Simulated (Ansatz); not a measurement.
# SiNi₃ at a changed volume — ⁶¹Ni nuclear quadrupole resonance

Cell: an entry of the Crystallography Open Database (COD), relaxed with PBE at fixed cell and then changed (volume scaled by 0.94, ions relaxed).

```
Si Ni
1.0
     3.47861    0.00000    0.00000
     0.00000    3.47861    0.00000
     0.00000    0.00000    3.47861
Si Ni
1 3
Direct
  0.00000 0.00000 0.00000
  0.00000 0.50000 0.50000
  0.50000 0.00000 0.50000
  0.50000 0.50000 0.00000
```

Atoms are numbered from 1 in the order listed; like atoms form one site, named after its first atom.

Computed with Ansatz: DFT, PBE, plane waves and PAW, scalar-relativistic, collinear spin, 420 eV cutoff, Γ-centred 13×13×13 k-points, Fermi–Dirac smearing 0.05 eV. Start moments as typed (μB): 1.5 on each Ni, none on the rest.

⁶¹Ni: I = 3/2, Q = 162.0 mb (year-2017 value). Static lattice, zero field.

Q: Predict the zero-field ⁶¹Ni lines of each site.

A: For I = 3/2 there is one line, ν = (|C_Q|/2)(1 + η²/3)^½.

| site | atoms | V_zz (10²¹ V/m²) | C_Q (MHz) | η | line frequencies (MHz) |
| --- | --- | --- | --- | --- | --- |
| Ni | 2, 3, 4 | -4.90 | -19.2 | 0.00 | 9.60 |

An axis of threefold or higher order runs through Ni, so V_zz lies along it and η is zero.

The run finds no gap above 0.1 eV (a metal, or nearly one), so the gradients can move by 10 % or more with the k-mesh. With these PAW files V_zz is typically within 2 to 3 % of all-electron values, but misses above 10 % occur on Ni. At this changed cell the PBE pressure is 5 GPa. The start moments die out, and the run ends without spin.
